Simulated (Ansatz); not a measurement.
The cell below belongs to a search over invented structures; it isn't taken from experiment.

Input and command of a plane-wave DFT calculation in Ansatz:

```yaml
crystal:
  lattice:
    - [4.1871341899, -3.0508358647, 0.0504617708]
    - [4.1871341899, 3.0508358647, 0.0504617708]
    - [-3.1534497336, 0.0, 7.9998472904]
  atoms:
    - { symbol: Sb, position: [0.1669427052, 0.3640722018, 0.9919222436] }
    - { symbol: Sb, position: [0.6359277982, 0.8330572948, 0.0080777564] }
    - { symbol: Sb, position: [0.4661220629, 0.7624371165, 0.2846101124] }
    - { symbol: Sb, position: [0.2375628835, 0.5338779371, 0.7153898876] }
    - { symbol: Sb, position: [0.7447356225, 0.2552643775, 0.5] }
    - { symbol: S, position: [1.0030354485, 0.1453265808, 0.2519740427] }
    - { symbol: S, position: [0.8546734192, -0.0030354485, 0.7480259573] }
basis:
  ecutwfc: 500
kpoints:
  mp_grid: { grid: [8, 8, 4] }
hamiltonian:
  xc: r2scan
scf:
  occupations: { method: gaussian, width: 0.1 }
output:
  forces: true
  stress: true
  eigenvalues: true
```

```bash
ansatz run input.yaml --threads 1 --pin off --max-ram 2560MiB --backend cpu --events-out ev --progress --plain --runs-dir out
```

Processor: Arm Neoverse V1, 1 thread, on a host shared with other jobs.

Question: Estimate time, memory and problem size.

Answer: About 2.5 min, peak memory 1.2 GiB. It solves 53 bands at 78 k points (after reduction by symmetry) with about 5227 plane waves, in 7 SCF iterations.
